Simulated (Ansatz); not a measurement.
TaCu₃Te₄ in space group P-43m (No. 215; Ta on 1a, Cu on 3d, Te on 4e) under volume change, plane-wave PAW r²SCAN (Ansatz code), shape and atoms relaxed at each volume.

| V (Å³/atom) | E − E(relaxed) (meV/atom) | P (GPa) |
|---|---|---|
| 24.095 | 27.6 | 4.08 |
| 24.889 | 11.5 | 2.46 |
| 25.683 | 2.7 | 1.12 |
| 26.478 | 0.0 | 0.00 |
| 27.272 | 2.4 | -0.94 |
| 28.066 | 9.0 | -1.75 |
| 28.861 | 19.2 | -2.34 |

Problem. What does a third-order Birch–Murnaghan fit give for V₀, B₀ and B′?

Solution. V₀ = 26.47 Å³/atom, B₀ = 34.1 GPa, B′ = 5.1.

The workflow started from a Materials Project entry (that database holds measured and hypothetical structures alike); the Crystallography Open Database copy checked does not list it. Its standing as an ambient phase is unchecked. The cell was relaxed with r²SCAN under the symmetry of its start; whether a distortion lowers the energy is not shown. No spin polarisation was allowed. Spin–orbit coupling is left out wherever it is not named.

Potentials: the later of the program's two PAW sets.
